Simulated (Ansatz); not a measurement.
All-electron LAPW in Ansatz 0.2.0 under LDA, scalar-relativistic, energies extrapolated to zero smearing. Slabs are 1×1 cells cut from bulk crystals relaxed on PAW files, with atoms then relaxed, 16 to 20 Å of vacuum, a dipole correction, k spacings of 0.16 to 0.26 Å⁻¹ and smearing of 0.02 to 0.1 eV, without spin–orbit coupling; Cr, Mn, Fe, Co, Ni, Eu and Gd start ferromagnetic, the others run without spin. The bulk type named needn't be the stable one, and no reconstruction is allowed.

```
                   slab  area (Å²)  γ (J/m²)  Φ (eV)  Δd12 (%)
hcp Hf (0001), 4 layers       8.42      1.95    4.58      -6.3
 fcc Pt (111), 5 layers       6.57      2.02    6.05       0.5
 fcc Ni (111), 5 layers       5.08      2.52    5.51      -1.3
 fcc Pt (110), 5 layers      10.73         ?    5.50         ?
```

Problem. What belongs in the row "fcc Pt (110), 5 layers", column "Δd12 (%)"?

Solution. -16.0.

Problem. Give the missing entry: row "fcc Pt (110), 5 layers", column "γ (J/m²)".

Solution. 2.48.
